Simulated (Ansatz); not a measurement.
ZnS:
```cif
data_S2Zn2
_chemical_formula_sum 'Zn2 S2'
_space_group_name_H-M_alt 'P 1'
_space_group_IT_number 1
_cell_length_a 3.56492
_cell_length_b 3.56492
_cell_length_c 5.81647
_cell_angle_alpha 90.000
_cell_angle_beta 90.000
_cell_angle_gamma 120.000
loop_
_space_group_symop_operation_xyz
  'x, y, z'
loop_
_atom_site_label
_atom_site_type_symbol
_atom_site_fract_x
_atom_site_fract_y
_atom_site_fract_z
_atom_site_occupancy
Zn1 Zn 0.00000 0.00000 0.00000 1
Zn2 Zn 0.00000 0.00000 0.50000 1
S1 S 0.33333 0.66667 0.25000 1
S2 S 0.66667 0.33333 0.75000 1
```

Relaxed with PBEsol.

**Question.** Which orbitals make up the states near the band edges in the program Ansatz at the PBEsol level (PAW)?

**Answer.** Top 1 eV of the valence band: S 3p 91 %, Zn 3d 5 %. Bottom 1 eV of the conduction band: Zn 4s 79 %, S 3p 12 %, outside the projected shells 8 %. Projections are on Löwdin-orthogonalised atomic valence shells; empty p or d shells of many metals are not among them.

**Question.** Tabulate the density of states.

**Answer.** States/eV per cell of 4 atoms, in 0.25 eV bins, energy from the valence-band maximum.

| E (eV) | total | Zn 3d | S 3p | Zn 4s |
|---|---|---|---|---|
| -7.85 | 0.00 | 0.00 | 0.00 | 0.00 |
| -7.60 | 0.01 | 0.01 | 0.00 | 0.00 |
| -7.35 | 1.42 | 0.81 | 0.40 | 0.19 |
| -7.10 | 3.32 | 2.15 | 0.81 | 0.31 |
| -6.85 | 15.27 | 12.88 | 1.95 | 0.36 |
| -6.60 | 19.43 | 18.18 | 1.08 | 0.08 |
| -6.35 | 28.83 | 28.12 | 0.49 | 0.07 |
| -6.10 | 11.72 | 11.25 | 0.20 | 0.06 |
| -5.85 | 0.00 | 0.00 | 0.00 | 0.00 |
| -5.60 | 0.68 | 0.28 | 0.25 | 0.13 |
| -5.35 | 2.63 | 0.97 | 1.11 | 0.43 |
| -5.10 | 2.88 | 0.94 | 1.34 | 0.45 |
| -4.85 | 2.53 | 0.64 | 1.36 | 0.37 |
| -4.60 | 2.19 | 0.41 | 1.32 | 0.27 |
| -4.35 | 1.96 | 0.32 | 1.19 | 0.25 |
| -4.10 | 1.24 | 0.18 | 0.77 | 0.14 |
| -3.85 | 1.72 | 0.16 | 1.31 | 0.11 |
| -3.60 | 2.06 | 0.16 | 1.64 | 0.10 |
| -3.35 | 1.71 | 0.13 | 1.32 | 0.10 |
| -3.10 | 1.40 | 0.10 | 1.12 | 0.06 |
| -2.85 | 1.56 | 0.11 | 1.28 | 0.05 |
| -2.60 | 2.16 | 0.13 | 1.83 | 0.05 |
| -2.35 | 1.96 | 0.11 | 1.68 | 0.04 |
| -2.10 | 2.00 | 0.11 | 1.71 | 0.06 |
| -1.85 | 2.39 | 0.14 | 2.01 | 0.11 |
| -1.60 | 2.32 | 0.13 | 1.96 | 0.10 |
| -1.35 | 2.80 | 0.15 | 2.42 | 0.09 |
| -1.10 | 2.55 | 0.13 | 2.24 | 0.06 |
| -0.85 | 3.31 | 0.16 | 2.95 | 0.07 |
| -0.60 | 3.47 | 0.18 | 3.16 | 0.05 |
| -0.35 | 1.81 | 0.10 | 1.66 | 0.01 |
| -0.10 | 0.66 | 0.04 | 0.62 | 0.00 |
| 0.15 | 0.00 | 0.00 | 0.00 | 0.00 |
| 0.40 | 0.01 | 0.00 | 0.00 | 0.01 |
| 0.65 | 0.06 | 0.00 | 0.00 | 0.06 |
| 0.90 | 0.11 | 0.00 | 0.01 | 0.09 |
| 1.15 | 0.15 | 0.00 | 0.02 | 0.11 |
| 1.40 | 0.21 | 0.00 | 0.04 | 0.15 |
| 1.65 | 0.51 | 0.00 | 0.11 | 0.33 |
| 1.90 | 0.94 | 0.01 | 0.22 | 0.57 |
| 2.15 | 1.00 | 0.01 | 0.24 | 0.58 |
| 2.40 | 0.90 | 0.00 | 0.21 | 0.50 |
| 2.65 | 0.90 | 0.00 | 0.21 | 0.48 |
| 2.90 | 0.99 | 0.00 | 0.24 | 0.50 |
| 3.15 | 1.02 | 0.00 | 0.26 | 0.48 |
| 3.40 | 1.56 | 0.01 | 0.40 | 0.68 |
| 3.65 | 1.96 | 0.01 | 0.50 | 0.81 |
| 3.90 | 1.80 | 0.01 | 0.45 | 0.68 |
| 4.15 | 1.64 | 0.00 | 0.38 | 0.58 |
| 4.40 | 1.30 | 0.00 | 0.24 | 0.37 |
| 4.65 | 0.95 | 0.00 | 0.13 | 0.19 |
| 4.90 | 1.00 | 0.00 | 0.10 | 0.14 |
| 5.15 | 1.49 | 0.00 | 0.12 | 0.16 |

Space group P6_3/mmc (NiAs type). The start of the workflow was typed in or built on a structure type; neither database checked (COD, Materials Project) lists it. It is not the phase usual at ambient conditions (space group No. 186, 216). The PBEsol relaxation kept the symmetry of its start; phonons show weakly imaginary modes.

Potentials: the earlier of the program's two PAW sets. The files were generated under PBE; for other functionals the program regenerates the frozen cores, and for LDA and PBEsol the local potential too.
